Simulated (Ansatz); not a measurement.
CaAl2Ge2 in space group P-3m1 (No. 164; Ca on 1a, Al on 2d, Ge on 2d), r²SCAN in the plane-wave PAW code Ansatz, all energies at zero smearing, with the estimated change up to a 700 eV cutoff added, with one set of potentials and settings (totals compare only within such a set). Cell of 5 atoms (1 Ca, 2 Al, 2 Ge): -11510.719 eV.

```tsv
element	reference phase	E (eV/atom)
Ca	Fm-3m, 1 atoms in the cell	-1821.6752
Al	Fm-3m, 1 atoms in the cell	-540.4083
Ge	Fd-3m, 2 atoms in the cell	-4302.9041
```

Formation energy per atom, worked out: (-11510.719 − 1×(-1821.6752) − 2×(-540.4083) − 2×(-4302.9041))/5 = -0.484 eV/atom (-47 kJ per mol of atoms), at 0 K, without zero-point energy or fitted corrections.

The workflow started from a Materials Project entry (that database holds measured and hypothetical structures alike); the Crystallography Open Database files this formula in space group No. 164, but the cells were not matched. Whether it is the stable phase at ambient conditions was not checked. Symmetry was held in the r²SCAN relaxation; its stability against distortions is not shown here. The references are the lowest solids computed at this level, not always the standard phases.

Potentials: the later of the program's two PAW sets.
